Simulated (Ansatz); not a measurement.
## Cs2YMnF6, a known structure type with other elements, at an estimated volume

```
F Y Cs Mn
1.0
     0.00000    4.45537    4.45537
     4.45537    0.00000    4.45537
     4.45537    4.45537    0.00000
F Y Cs Mn
6 1 2 1
Direct
  0.75000 0.25000 0.25000
  0.25000 0.75000 0.25000
  0.25000 0.75000 0.75000
  0.75000 0.25000 0.75000
  0.25000 0.25000 0.75000
  0.75000 0.75000 0.25000
  0.00000 0.00000 0.00000
  0.25000 0.25000 0.25000
  0.75000 0.75000 0.75000
  0.50000 0.50000 0.50000
```

Method: LDA, with U_eff = 6.59 eV on Mn d (all-electron-ortho-atomic projectors), no spin polarisation; PAW, plane waves to 420 eV, 5×5×5 Γ-centred mesh, cold occupations (width 0.017 eV) (Ansatz 0.2.0), atoms fixed.

Task: Describe some of the short contacts.

Result: F–Y at 2.23 Å: least valence density 0.42 e/Å³ and ELF 0.13 there. F–Mn at 2.23 Å: least valence density 0.19 e/Å³ and ELF 0.01 there. Cs–F at 3.15 Å: least valence density 0.08 e/Å³ and ELF 0.04 there, a closed-shell (ionic or weak) contact. Both are smooth PAW fields, read partly inside the augmentation spheres.

Task: What is the band gap?

Result: The gap is 2.41 eV, indirect (the least direct gap found is 2.59 eV).

Task: Which orbitals make up the band edges?

Result: Within 0.7 eV of the edges, the states project mainly on Mn d (93 %) below the gap and on Cs s (47 %), Y d (18 %) and F s (12 %) above it.

Task: Is the cell too large or too small?

Result: The pressure is -6.6 GPa (compression positive), so with the atoms held at these fractions the cell would first shrink.

Task: Which element gives electrons and which takes them?

Result: Bader charges in e: Cs +0.88, Y +2.26, Mn +0.89, F -0.82. In the mean Y gives up most and F takes most.

Task: Where is the largest force?

Result: The largest is on F5 (and as large on other atoms): 0.68 eV/Å, components (0.00, 0.00, -0.68). It makes 0° with the line to a nearest neighbour, Y7 at 2.23 Å, pointing towards it.

Origin: a known structure type with other elements, at an estimated volume, so it need not be a known compound. Caveats: no spin polarisation, so a magnetic state may lie lower.
